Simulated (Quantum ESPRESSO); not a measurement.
pw.x input (Quantum ESPRESSO 7.5; LDA, PseudoDojo standard norm-conserving files, scalar-relativistic):

```
&CONTROL
  calculation = 'scf'
  pseudo_dir = './pseudo'
  outdir = './out'
  tprnfor = .true.
  tstress = .true.
/
&SYSTEM
  ibrav = 0
  nat = 2
  ntyp = 2
  ecutwfc = 84.0
  ecutrho = 336.0
  occupations = 'smearing'
  smearing = 'fd'
  degauss = 0.002
  nbnd = 8
/
&ELECTRONS
  conv_thr = 2e-10
/
ATOMIC_SPECIES
B 10.8100 B.upf
N 14.0070 N.upf
CELL_PARAMETERS angstrom
  0.000000000000   3.495315000000   2.166090000000
  1.251630000000   0.000000000000   2.166090000000
  1.251630000000   3.495315000000   0.000000000000
ATOMIC_POSITIONS crystal
B   0.000050000000   0.000050000000   0.999950000000
N   0.666650000000   0.666650000000   0.333350000000
K_POINTS automatic
12 12 12 0 0 0
```

End of the output:

```
     total energy              =     -26.84181362 Ry
     estimated scf accuracy    <          9.6E-09 Ry
     total energy              =     -26.84181363 Ry
     estimated scf accuracy    <          3.1E-09 Ry
     total energy              =     -26.84181363 Ry
     estimated scf accuracy    <          2.2E-10 Ry
[...]
     the Fermi energy is     6.7186 ev
!    total energy              =     -26.84181363 Ry
     estimated scf accuracy    <          2.0E-11 Ry
     smearing contrib. (-TS)   =       0.00000000 Ry
     internal energy E=F+TS    =     -26.84181363 Ry
     The total energy is F=E-TS. E is the sum of the following terms:
     one-electron contribution =      -9.97766865 Ry
     hartree contribution      =       8.95935806 Ry
     xc contribution           =      -8.60396360 Ry
     ewald contribution        =     -17.21953944 Ry
     convergence has been achieved in  10 iterations
     Forces acting on atoms (cartesian axes, Ry/au):
     atom    1 type  1   force =     0.00000000    0.00000000    0.00038633
     atom    2 type  2   force =     0.00000000   -0.00000000   -0.00038633
     Total force =     0.000546     Total SCF correction =     0.000000
     Computing stress (Cartesian axis) and pressure
          total   stress  (Ry/bohr**3)                   (kbar)     P=      -41.58
  -0.00038709   0.00000000  -0.00000000          -56.94        0.00       -0.00
  -0.00000000  -0.00007700   0.00000000           -0.00      -11.33        0.00
   0.00000000  -0.00000000  -0.00038396            0.00       -0.00      -56.48
```
In a gapped system the printed Fermi energy is only some level inside the gap.

Geometry of the Materials Project entry, not relaxed at this level.
